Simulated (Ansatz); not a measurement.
AlNi (CsCl type)

```xyz
2
Lattice="2.8930 0.0000 0.0000 0.0000 2.8930 0.0000 0.0000 0.0000 2.8930" Properties=species:S:1:pos:R:3 pbc="T T T"
Al     0.0000     0.0000     0.0000
Ni     1.4465     1.4465     1.4465
```

Scan: atom 2 (Ni, nearest neighbour Al at 2.505 Å; its periodic images, 2.9 Å or more away, move with it) is displaced along Cartesian [110], direction (0.707, 0.707, 0.000) in Cartesian axes, by s. The other atoms stay.

These are PBE (plane waves to 420 eV, PAW, scalar-relativistic; Ansatz, a first-principles code) values and carry that method's errors. k mesh 13×13×13 (Γ-centred), Fermi-Dirac smearing 0.05 eV. Energies are smeared free energies. With partly filled bands, energies and forces of such displacements shift with the k mesh and the smearing. AlNi is run without spin polarisation. AlNi was relaxed with its symmetry unable to fall. ΔE is measured from the undisplaced structure. The last digit holds for this mesh only.

```csv
s (Å),ΔE (meV/cell)
-0.750,2300.1
-0.600,1320.3
-0.450,671.1
-0.300,274.4
-0.150,64.9
0.000,0.0
0.150,64.9
0.300,274.4
0.450,671.1
0.600,1320.3
0.750,2300.1
```

Question: What force constant k = d²E/ds² at s = 0 does the table give?

Answer: 5.7 eV/Å². It is the second difference of the nearest points, corrected with the next pair.

Question: With k = 5.66 eV/Å² from the forces, is the well harmonic out to s = 0.750 Å?

Answer: ½ks² = 1593 meV/cell against the computed 2300 meV/cell, so the well is stiffer than harmonic there.

(For displaced atoms, the force is minus the slope of the energy, and its curvature is a force constant, which sets phonon frequencies.)
